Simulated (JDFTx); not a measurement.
Au(100) slab cut from bulk Au (space group Fm-3m, indices of the conventional cell, lattice of the Materials Project entry mp-81, not re-optimised): 4 atoms in 4 planes, a 1x1 cell of 8.70 Å² (|a| = 2.950, |b| = 2.950 Å), 6.2 Å between the outermost planes, cell height 22.3 Å, 8×8×1 k mesh, Fermi smearing 0.01 Ha, no spin polarisation.

Method: PBE, GBRV ultrasoft potentials, plane waves to 20/100 Ha, in JDFTx (a modified build). Liquid on both sides: CANDLE, acetonitrile, 1 M KCl; nuclei fixed, outer atoms relaxed in vacuum. Potentials refer to SHE, placed 4.44 V below the bulk liquid's zero by convention. The surface is an ideal bare cut with both faces alike: no reconstruction, overlayer or explicit solvent molecules. Convergence in thickness and k mesh wasn't tested for this slab. In this non-aqueous liquid the SHE scale is nominal.

Q: Predict the potential of zero charge and the surface charge against electrode potential.

A: The potential of zero charge is 0.47 V vs SHE.

```tsv
U (V vs SHE)	μ (eV)	excess electrons per cell	σ (μC/cm², per face)	run
0.47	-4.91	0.000	0.0	neutral
0.75	-5.19	-0.027	2.5	fixed potential
1.05	-5.49	-0.057	5.2	fixed potential
```
